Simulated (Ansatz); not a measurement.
The relaxed structure here is a generated cell of ScOF: the first start was made by placing the elements on the sites of a structure type, and the end was not matched to a known phase here, so it may be hypothetical.

The start is a generated cell, ScOF placed in the AFLOW prototype ABC_hP3_187_a_d_f (as in BaSbPt). A full variable-cell relaxation at zero pressure is run with PBE (plane waves to 420 eV, PAW, scalar-relativistic; Ansatz, an electronic-structure program). First-step values are on the input's coarse k-mesh.

Ansatz input (later rounds restart from its end on a renewed k-mesh):
Ansatz 0.2 input:
```yaml
crystal:
  lattice:
    - [3.3339281, 0, 0]
    - [-1.6669641, 2.8872664, 0]
    - [0, 0, 3.5904972]
  atoms:
    - { symbol: Sc, position: [0, 0, 0] }
    - { symbol: O, position: [0.33333333, 0.66666667, 0.5] }
    - { symbol: F, position: [0.66666667, 0.33333333, 0.5] }
basis: { ecutwfc: 420, ecutrho_ratio: 4, xc_grid: 2, fft_grid_basis: typed }
kpoints: { mp_grid: { grid: [8, 8, 7] } }
hamiltonian:
  xc: pbe
  dispersion: none
  pseudopotentials: { kind: paw }
scf: { occupations: { method: fermi_dirac, width: 0.05 } }
relax: { f_tol: 0.01, max_steps: 100, cell: { stress_tol: 0.02 } }
output: { forces: true, stress: true }
```

- Initial pressure = +9 GPa (positive: the cell is compressed)
- Outcome = The space group stays P-6m2 (No. 187) (the run could not lower it), with 3 atoms in the primitive cell
- Volume change = -8.9 %, from 11.52 to 10.50 Å³/atom
- Shortest distances (start → end) = The closest pairs of elements (up to four, under 3.6 Å), start → end: F–O 1.92 → 2.11 Å; O–Sc 2.63 → 2.51 Å; F–Sc 2.63 → 2.51 Å; Sc–Sc 3.33 → 2.73 Å
- Band gap at the end = zero (metallic)
- Optimiser moves = 16

Relaxed structure:

```cif
data_FOSc
_chemical_formula_sum 'Sc1 O1 F1'
_space_group_name_H-M_alt 'P-6m2'
_space_group_IT_number 187
_space_group_name_Hall 'P -6 2'
_cell_length_a 3.64651
_cell_length_b 3.64651
_cell_length_c 2.73436
_cell_angle_alpha 90.000
_cell_angle_beta 90.000
_cell_angle_gamma 120.000
loop_
_atom_site_label
_atom_site_type_symbol
_atom_site_symmetry_multiplicity
_atom_site_Wyckoff_symbol
_atom_site_fract_x
_atom_site_fract_y
_atom_site_fract_z
_atom_site_occupancy
Sc1 Sc 1 a 0.00000 0.00000 0.00000 1
O1 O 1 d 0.33333 0.66667 0.50000 1
F1 F 1 f 0.66667 0.33333 0.50000 1
```

Final values are on a 15×15×17 k-mesh of the relaxed cell. No spin polarisation in the result. No Hubbard U is applied.

The run could not lose the symmetry of its start: the end is stationary, and may be a saddle point rather than a minimum.

All atoms sit on sites fixed by symmetry, so only the cell could relax.
